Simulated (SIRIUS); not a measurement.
SIRIUS run on Sb (R-3m, 2 atoms in the cell; from Materials Project mp-104, lattice scaled a little): self-consistent single point.

Level of theory: PBEsol, FP-LAPW (LAPW with two local orbitals a valence shell; core below -3 Ha), all-electron full potential with ZORA scalar-relativistic valence and Dirac core in SIRIUS.

```
CELL_PARAMETERS angstrom
      2.16923     1.25240     3.81609
     -2.16923     1.25240     3.81609
      0.00000    -2.50481     3.81609
ATOMIC_POSITIONS crystal
  Sb 0.26826 0.26826 0.26826
  Sb 0.73174 0.73174 0.73174
```

Reference input (self-consistent single point, DFT, PBEsol, FP-LAPW (LAPW with two local orbitals a valence shell; core below -3 Ha), all-electron full potential with ZORA scalar-relativistic valence and Dirac core): parameters.ngridk = 8 8 8; basis = LAPW with two local orbitals a valence shell, core below -3 Ha; unit_cell.atom_type_rmt = {Sb: 2.4} bohr; parameters.xc_functionals = [XC_GGA_X_PBE_SOL, XC_GGA_C_PBE_SOL]; parameters.aw_cutoff = 7; parameters.pw_cutoff = 16 1/bohr; parameters.shiftk = 1 1 1; parameters.smearing = fermi_dirac; parameters.smearing_width = 0.00367493 Ha; parameters.electronic_structure_method = full_potential_lapwlo; parameters.lmax_apw = 8; parameters.lmax_rho = 8. This run's input differs from it in these lines:

```diff
@@ -20,3 +20,3 @@
     "auto_rmt": 0,
-    "ngridk": [8, 8, 8],
+    "ngridk": [5, 5, 5],
     "shiftk": [1, 1, 1],
```

The program printed (abridged):

```
[find] density tolerance         : 1e-06
[find] total energy tolerance    : 1e-07
[find] iter_solver_tol (initial) : 0.01
[find] iter_solver_tol (target)  : 1e-13
[find] num_dft_iter              : 100
Charges and magnetic moments
--------------------------------------------------------------------------------
atom      charge    core leakage
--------------------------------------------------------------------------------
   0   48.466170    0.000000e+00
   1   48.466170    0.000000e+00

total core leakage    : 0.00000000e+00
interstitial charge   : 5.067660
total charge          : 102.000000
[find] | SCF iteration   0 out of 100|
   [... lines left out ...]
[find]    1   48.411027    2.247455e-03
[find] total core leakage    : 4.49491022e-03
[find] interstitial charge   : 5.173449
[find] total charge          : 101.995503
[find] Energy
[find] smearing (-TS)                 :      -0.00017091
[find] Total energy                   :  -12961.64544083 (Ha),  -25923.29088165 (Ry)
[find] Free energy (E-TS)             :  -12961.64561174 (Ha),  -25923.29122348 (Ry)
[find] band gap (eV)                  :       0.61363644
[find] Efermi                         :       0.21604559
[find] iteration : 10, RMS (target) : 1.1957e-07 (1.0000e-06) , energy difference (target) : -2.0938e-08 (1.0000e-07)
[find] converged after 11 SCF iterations!
Warning in function "check_num_electrons" at src/density/density.cpp:1179
wrong number of electrons
  obtained value : 101.996
  target value : 102
  difference : 0.004497
  total core leakage : 0.00449491
    atom class : 0, core leakage : 0.00224746
[find] Charges and magnetic moments
[find] atom      charge    core leakage
[find]    0   48.411027    2.247455e-03
[find]    1   48.411027    2.247455e-03
[find] total core leakage    : 4.49491022e-03
[find] interstitial charge   : 5.173449
[find] total charge          : 101.995503
[find] Energy
[find] smearing (-TS)                 :      -0.00017091
[find] Total energy                   :  -12961.64544083 (Ha),  -25923.29088165 (Ry)
[find] Free energy (E-TS)             :  -12961.64561174 (Ha),  -25923.29122348 (Ry)
[find] band gap (eV)                  :       0.61363644
[find] Efermi                         :       0.21604559
[ground_state] ==== total Forces in Ha/bohr =====
[ground_state] atom:    0, force:       0.0000000      0.0000000     -0.0012650
[ground_state] atom:    1, force:      -0.0000000     -0.0000000      0.0012650
```

The run converged in 11 iterations. Against the reference run the free energy falls by 11.8 meV/atom and the largest force goes from 0.205 to 0.065 eV/Å.

Spin-orbit coupling is left out, which matters for bands and gaps with elements this heavy. This run is one point of a test of settings, so its values need not be converged; read them against the reference run alone. The structure comes from a collection of computed structures, made at another level of theory; the collection holds predicted forms beside known ones. Its lattice was then scaled. Values depend on the basis (sphere radii, cutoffs, local orbitals), which need not be converged.

Cost on one core: very roughly 50 core-seconds.

The gap that the log prints is read on the run's mesh, which can miss the band edges or a crossing.
